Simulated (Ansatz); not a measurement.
# SrPb: checking dH/dP = V

Level of theory: DFT PBEsol, scalar-relativistic, plane waves, PAW (Ansatz 0.2.0). Settings: 420 eV cutoff, 10×10×10 k-mesh, Gaussian smearing of 0.10 eV, no spin polarisation.

The relaxed crystal:

```xyz
4
Lattice="2.5164 -6.0981 0.0000 2.5164 6.0981 0.0000 0.0000 0.0000 4.6102" Properties=species:S:1:pos:R:3 pbc="T T T"
Sr    2.5164   -4.4632    3.4576
Sr    2.5164    4.4632    1.1525
Pb    2.5164   -1.0306    3.4576
Pb    2.5164    1.0306    1.1525
```

Cell and atoms were relaxed at each target pressure within the start's symmetry (Cmcm), at zero temperature; other phases can be more stable under pressure. H = E + PV with P the target; E is the free energy at the smearing used, whose derivative the pressure is, per atom and counted from zero pressure. The mesh named is that at zero pressure; some other pressures ran on another.

Spin–orbit coupling is left out, which can shift energies with elements as heavy as these.

```tsv
P (GPa)	V (Å³/atom)	E − E0 (meV)	H − H0 (meV)
0	35.371	0.0	0.0
1	34.347	3.1	217.5
4	32.002	38.2	837.2
12	28.204	218.1	2330.5
25	24.833	594.4	4469.3
50	19.982	1693.0	7928.8
90	17.135	2898.8	12524.4
```

**Question.** Thermodynamics gives dH/dP = V along a relaxed path. Integrate V over P by the trapezoid rule and compare with the computed enthalpies.

**Answer.** With 1 eV/Å³ = 160.22 GPa, each step adds the mean volume times ΔP / 160.22:
| P (GPa) | ∫V dP (meV) | H − H0 (meV) | difference (meV) |
| --- | --- | --- | --- |
| 1 | 217.6 | 217.5 | 0.1 |
| 4 | 838.8 | 837.2 | 1.6 |
| 12 | 2341.9 | 2330.5 | 11.4 |
| 25 | 4493.6 | 4469.3 | 24.3 |
| 50 | 7990.0 | 7928.8 | 61.2 |
| 90 | 12623.3 | 12524.4 | 98.9 |

V(P) curves upward, so the trapezoid rule runs high; integrating a smooth curve through the same points (P as a polynomial of degree 4 in ln V) puts that excess at about 129.9 meV at 90 GPa, against the 98.9 meV found. What is left comes from the shape of V(P) between points this far apart, and from the mesh, the smearing and the stress tolerance.

**Question.** At 90 GPa, how much of the enthalpy change is stored energy and how much is the PV term?

**Answer.** E rises by 2899 meV/atom and PV is 90 × 17.135 / 160.22 = 9626 meV/atom, so PV makes 77 % of ΔH. So between rival structures at high pressure a small difference in volume can outweigh the difference in energy: 1 % of this volume is worth 96.3 meV/atom at this pressure.

**Question.** What bulk modulus do the lowest pressures give?

**Answer.** From the pressures that the runs reached, -0.99 GPa (36.584 Å³) and 0.99 GPa (34.347 Å³), B = −ΔP/Δln V = 1.98 / 0.0631 = 31 GPa, a mean over that range.